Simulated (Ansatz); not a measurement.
Ansatz (an electronic-structure program) input:

Ansatz 0.2 input:
```yaml
crystal:
  lattice:
    - [0.0, 3.3388557182, 3.3388557182]
    - [3.3388557182, 0.0, 3.3388557182]
    - [3.3388557182, 3.3388557182, 0.0]
  atoms:
    - { symbol: La, position: [0.0, 0.0, 0.0] }
    - { symbol: La, position: [0.25, 0.25, 0.25] }
kpoints:
  mp_grid: { grid: [8, 8, 8] }
  band_path:
    path:
      - [[0.0, 0.0, 0.0], [0.5, 0.0, 0.5], [0.625, 0.25, 0.625]]  # Γ-X-U
      - [[0.375, 0.375, 0.75], [0.0, 0.0, 0.0], [0.5, 0.5, 0.5], [0.5, 0.25, 0.75], [0.5, 0.0, 0.5]]  # K-Γ-L-W-X
    npoints: 12
basis: { ecutwfc: 600, xc_grid: 2 }
hamiltonian:
  xc: pbe
  pseudopotentials: { azcp: { folder: ./paw }, kind: paw_fr }
magnetization: { noncollinear: true, spin_orbit: true }
scf:
  n_extra_bands: 12
  convergence: { dr2_threshold: 0.0000000001 }
  occupations: { method: gaussian, width: 0.05 }
output: { eigenvalues: true }
```

Output (shortened):

```
Pseudopotential: La, paw, valence charge 11
Functional definition: PBE
non-collinear run that drives no moment, with spin-orbit …
Crystal: 2 atoms, lattice volume = 74.443 Å³
Basis set: ecut = 600 eV, 2445 PW (Γ), exchange–correlation on 80×80×80 points (8 copies of the dense FFT grid, shifted against one another)
Bands: 34, of which v1, the nominal top of the filled ones, is band 22 counted from 1 (21 counted from 0)
Symmetry: 48 space group operations + 48 with time reversal
k-points: 29 of 512
Projection manifold: j_resolved (fully-relativistic pseudo-atomic orbitals)
SCF iter   1: F=—  HF=-12509.548959 eV  |F-HF|=—  |Δ(HF+E_count)|=         —  Δρ=3.49e-2  dr2=1.02e0  dr2_m=0.00e0 (ungated)  ethr=3.10e-3  |M|=0.00e0 ∫|m|=0.00e0 μB  |m|>n=0.0e0 m-floor=0.0e0 τ_xc=0.0e0  β_m=0.30  ⟨swp⟩=4.8  Hψ=2891  notcnv=0  defer=2
preconditioner: auto → Kerker (q_TF=auto, 2.227 Å⁻¹)
spin=Noncollinear: Kerker preconditioning applied to the charge; magnetization (m_x, m_y, m_z) channels mix plain (no charge-response kernel on spin).
SCF iter   2: F=—  HF=-12509.407325 eV  |F-HF|=—  |Δ(HF+E_count)|=   1.42e-1  Δρ=2.67e-2  dr2=6.38e-1  dr2_m=0.00e0 (ungated)  ethr=3.10e-3  |M|=0.00e0 ∫|m|=0.00e0 μB  |m|>n=0.0e0 m-floor=0.0e0 τ_xc=0.0e0  β_m=0.65  ⟨swp⟩=1.6  Hψ=639  notcnv=0  defer=38
SCF iter   3: F=—  HF=-12509.183241 eV  |F-HF|=—  |Δ(HF+E_count)|=   2.24e-1  Δρ=3.60e-3  dr2=1.63e-2  dr2_m=0.00e0 (ungated)  ethr=2.90e-3  |M|=0.00e0 ∫|m|=0.00e0 μB  |m|>n=0.0e0 m-floor=0.0e0 τ_xc=0.0e0  β_m=0.82  ⟨swp⟩=2.8  Hψ=626  notcnv=0  defer=54
SCF iter   4: F=—  HF=-12509.183076 eV  |F-HF|=—  |Δ(HF+E_count)|=   1.64e-4  Δρ=1.16e-3  dr2=1.77e-3  dr2_m=0.00e0 (ungated)  ethr=7.41e-5  |M|=0.00e0 ∫|m|=0.00e0 μB  |m|>n=0.0e0 m-floor=0.0e0 τ_xc=0.0e0  β_m=0.89  ⟨swp⟩=2.2  Hψ=856  notcnv=0  defer=176
SCF iter   5: F=—  HF=-12509.182982 eV  |F-HF|=—  |Δ(HF+E_count)|=   9.47e-5  Δρ=3.17e-4  dr2=1.09e-4  dr2_m=0.00e0 (ungated)  ethr=8.04e-6  |M|=0.00e0 ∫|m|=0.00e0 μB  |m|>n=0.0e0 m-floor=0.0e0 τ_xc=0.0e0  β_m=0.95  ⟨swp⟩=2.2  Hψ=554  notcnv=0  defer=176
SCF iter   6: F=—  HF=-12509.183027 eV  |F-HF|=—  |Δ(HF+E_count)|=   4.57e-5  Δρ=9.77e-5  dr2=7.34e-6  dr2_m=0.00e0 (ungated)  ethr=4.93e-7  |M|=0.00e0 ∫|m|=0.00e0 μB  |m|>n=0.0e0 m-floor=0.0e0 τ_xc=0.0e0  β_m=0.97  ⟨swp⟩=2.0  Hψ=529  notcnv=0  defer=176
SCF iter   7: F=—  HF=-12509.183030 eV  |F-HF|=—  |Δ(HF+E_count)|=   2.25e-6  Δρ=2.45e-5  dr2=3.33e-7  dr2_m=0.00e0 (ungated)  ethr=3.34e-8  |M|=0.00e0 ∫|m|=0.00e0 μB  |m|>n=0.0e0 m-floor=0.0e0 τ_xc=0.0e0  β_m=0.99  ⟨swp⟩=2.2  Hψ=692  notcnv=0  defer=176
SCF iter   8: F=—  HF=-12509.183077 eV  |F-HF|=—  |Δ(HF+E_count)|=   4.74e-5  Δρ=4.55e-6  dr2=1.29e-8  dr2_m=0.00e0 (ungated)  ethr=1.52e-9  |M|=0.00e0 ∫|m|=0.00e0 μB  |m|>n=0.0e0 m-floor=0.0e0 τ_xc=0.0e0  β_m=0.99  ⟨swp⟩=2.2  Hψ=763  notcnv=0  defer=176
SCF iter  10: F=-12509.183077 eV  HF=-12509.183077 eV  |F-HF|=5.46e-12  |Δ(HF+E_count)|=  6.53e-10  Δρ=1.89e-7  dr2=2.17e-11  dr2_m=0.00e0 (ungated)  ethr=1.00e-12  |M|=0.00e0 ∫|m|=0.00e0 μB  |m|>n=0.0e0 m-floor=0.0e0 τ_xc=0.0e0  ⟨swp⟩=13.6  Hψ=2523  notcnv=0
SCF 1 converged in 10 iterations: F = -12509.183077 eV  dr2 = 2.17e-11
NSCF: frozen V_eff on 74 k-points
SCF converged after 10 iterations
Magnetization: |M| = 0.0000 μB,  M = (+0.0000, +0.0000, +0.0000) μB
Absolute magnetization: 0.0000 μB (∫|m|)
  site 0: m = (+0.0000, +0.0000, +0.0000) μB, |m| = 0.0000 μB  (R = 1.19 Å)
  site 1: m = (+0.0000, +0.0000, +0.0000) μB, |m| = 0.0000 μB  (R = 1.19 Å)
Free energy (F): -12509.183077 eV
Harris-Foulkes:  -12509.183077 eV  (|F-HF|=5.46e-12)
Internal energy: -12509.180606 eV  (E = F + TS)
E sigma→0 (E₀):  -12509.181842 eV
Entropy (-TS):   -0.002471 eV (-1.235 meV/atom)
Fermi energy:    10.500235 eV
--- Per-component energies (eV) ---
  E_band       = -106.945361
  E_kinetic    = 376.983945
  E_local      = -838.270112  (includes V_loc(G=0)·N_el)
  E_nonlocal   = 185.850509
  E_hartree    = 307.310467
  E_xc         = -283.408883
  E_vxc        = -288.053175  (∫ρ·V_xc dr)
  E_paw        = -10852.116220  (= ΣΔE_a)
  E_vpaw       = -158.077577  (= ΣTr[D̂ρ^β])
  E_aug_tail   =  0.000000  (compensation charges beyond the density's cutoff)
  E_ewald      = -1405.530311
  E_smearing   = -0.002471  (= −TS)
  E_closure    = 0.000000  (closes the sum)
  Σ components = -12509.183077   (vs F -12509.183077, Δ=0.00e0)
  [band-id]    e_kinetic+e_local+e_nonlocal+2·e_hartree+e_vxc+e_vpaw+e_augmentation_tail = -106.945477   (vs E_band -106.945361, Δ=-1.16e-4)
--- Band table (eV; the first three rows and the last of 29) ---
  k-point 0: bands = ["-23.0302", "-23.0302", "-21.3283", "-21.3283", "-8.7806", "-8.7806", "-6.8691", "-6.8691", "-6.5867", "-6.5867", "-6.5867", "-6.5867", "-4.3729", "-4.3729", "-4.3729", "-4.3729", "8.1378", "8.1378", "9.7646", "9.7646", "9.7646", …
  k-point 1: bands = ["-22.9880", "-22.9880", "-21.3843", "-21.3843", "-8.7627", "-8.7627", "-7.1994", "-7.1994", "-6.6365", "-6.6365", "-6.2085", "-6.2085", "-4.3909", "-4.3909", "-4.3023", "-4.3023", "8.3966", "8.3966", "9.6343", "9.6343", "9.6372", …
  k-point 2: bands = ["-22.8725", "-22.8725", "-21.5327", "-21.5327", "-8.7167", "-8.7167", "-7.5581", "-7.5581", "-6.7459", "-6.7459", "-5.7229", "-5.7229", "-4.4411", "-4.4411", "-4.1425", "-4.1425", "8.9868", "8.9868", "9.5234", "9.5234", "9.5290", …
  k-point 28: bands = ["-22.2418", "-22.2418", "-22.2390", "-22.2390", "-8.6136", "-8.6136", "-8.1845", "-8.1845", "-6.5285", "-6.5285", "-5.3603", "-5.3603", "-4.4826", "-4.4826", "-3.7194", "-3.7194", "8.6077", "8.6077", "8.6713", "8.6713", "10.5703", …
```

Cost: roughly 50 core-seconds on shared cores.

Space group Fd-3m (diamond). The start of the workflow was typed in or built on a structure type; neither database checked (COD, Materials Project) lists it. It is not the phase usual at ambient conditions (space group No. 194). The PBE relaxation kept the symmetry of its start; its stability against distortions is not shown here. The volume moved by -37 % from the start of the relaxation.

Potentials: the earlier of the program's two PAW sets.

Ansatz is a plane-wave DFT program.
